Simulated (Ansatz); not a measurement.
NiRhN2:
```xyz
4
Lattice="1.4702 0.8488 5.7943 -1.4702 0.8488 5.7943 0.0000 -1.6977 5.7943" Properties=species:S:1:pos:R:3 pbc="T T T"
Rh     0.0000     0.0000     8.6914
Ni     0.0000     0.0000     0.0000
N      0.0000     0.0000    15.6222
N      0.0000     0.0000     1.7606
```

Relaxed with r²SCAN. Special points in fractions of this cell's reciprocal vectors: Γ (0.000, 0.000, 0.000); T (0.500, 0.500, 0.500); H2 (0.819, 0.181, 0.500); H0 (0.500, -0.181, 0.181); L (0.500, 0.000, 0.000); S0 (0.340, -0.340, 0.000); S2 (0.660, 0.000, 0.340); F (0.500, 0.000, 0.500).

### Question
List the band energies nearest the Fermi level at these points for DFT-r²SCAN in the program Ansatz with PAW potentials.

### Answer
In eV from the Fermi level; about four levels below and three above (degenerate sets whole), none deeper than 8.9 eV; … stands for higher levels left out; points with the same levels are listed once.

```tsv
k	below	above
Γ	-1.30 -1.30 -0.77 -0.77	4.44 4.44 …
T	-2.36 -2.36 -1.32 -1.32 -0.34	0.62 0.62 3.83 3.83
H2	-1.34 -1.21 -1.00 -0.60	0.03 1.04 3.40
L	-0.73 -0.54 -0.19 -0.08	0.67 3.51 3.79
S0	-1.36 -1.25 -0.86 -0.72	0.14 1.00 3.46
F	-1.52 -1.14 -0.54 -0.01	0.76 4.01 4.19
```

Space group R-3m. The start of the workflow was typed in or built on a structure type; neither database checked (COD, Materials Project) lists it. Its standing as an ambient phase is unchecked. The r²SCAN relaxation kept the symmetry of its start; whether a distortion lowers the energy is not shown. The workflow began spin-polarised and lost its moments. Its formation energy is positive at this level, so the cell may be metastable or incomplete. Spin–orbit coupling is left out wherever it is not named.

Potentials: the earlier of the program's two PAW sets. The files were generated under PBE; for other functionals the program regenerates the frozen cores, and for LDA and PBEsol the local potential too.
